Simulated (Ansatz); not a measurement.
Relaxed-ion elastic tensor of Ca (bcc (W type), Im-3m) in GPa (Voigt order), plane-wave PAW LDA (Ansatz code); density 1.77 g/cm³, 37.49 Å³ per atom.

```
      1     2     3     4     5     6
-  ----  ----  ----  ----  ----  ----
1  20.3  18.4  18.4   0.0   0.0   0.0
2  18.4  20.3  18.4   0.0   0.0   0.0
3  18.4  18.4  20.3   0.0   0.0   0.0
4   0.0   0.0   0.0  17.6   0.0   0.0
5   0.0   0.0   0.0   0.0  17.6   0.0
6   0.0   0.0   0.0   0.0   0.0  17.6
```

### Question
Is the crystal mechanically stable?

### Answer
Yes: the smallest eigenvalue of C is 1.8 GPa.

### Question
Work out the Voigt and Reuss bounds. Is their mean of use?

### Answer
K_V = 19.0, K_R = 19.0; G_V = 10.9, G_R = 2.1 GPa. The bounds lie so far apart that a Hill average or a Debye temperature from it would say little.

This is a known high-temperature phase of the composition, computed here at zero pressure and temperature. The cell was relaxed with LDA under the symmetry of its start; phonons on a q-mesh show no instability. As this level gives no gap, shear constants depend on the k-mesh and smearing (Fermi–Dirac, 0.1 eV here).

Potentials: the later of the program's two PAW sets.
